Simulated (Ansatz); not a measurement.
BN (h-BN type, space group P6_3/mmc)

```
BN
1.0
    2.50580     0.00000     0.00000
   -1.25290     2.17009     0.00000
    0.00000     0.00000     6.61621
B N
2 2
Direct
  0.33333   0.66667   0.25000
  0.66667   0.33333   0.75000
  0.33333   0.66667   0.75000
  0.66667   0.33333   0.25000
```

The volume is varied about the relaxed value V₀ at fixed cell shape. Symmetry pins the atoms to their sites.

Method: PBE-D3(BJ) (plane waves to 420 eV, PAW, scalar-relativistic; Ansatz, an electronic-structure program). k mesh 15×15×5 (Γ-centred), Fermi-Dirac smearing 0.05 eV. The energy includes the smearing's −TS. BN was relaxed with its symmetry unable to fall. The PAW data are Ansatz's earlier set. The zero of ΔE is the relaxed starting cell.

```
V (Å³/atom)  ΔE (kJ/mol of atoms)
-----------  --------------------
8.095                  (withheld)
8.320                  (withheld)
8.545                  (withheld)
8.770                        0.43
8.994                        0.00
9.219                        0.40
9.444                        1.52
9.669                        3.30
9.894                        5.66
```

Q: Fill in the missing entries.

A: 
- 8.095, ΔE (kJ/mol of atoms): 7.73
- 8.320, ΔE (kJ/mol of atoms): 4.17
- 8.545, ΔE (kJ/mol of atoms): 1.78

(A scan under strain: stresses follow from slopes of the energy per volume, elastic moduli from its curvatures.)
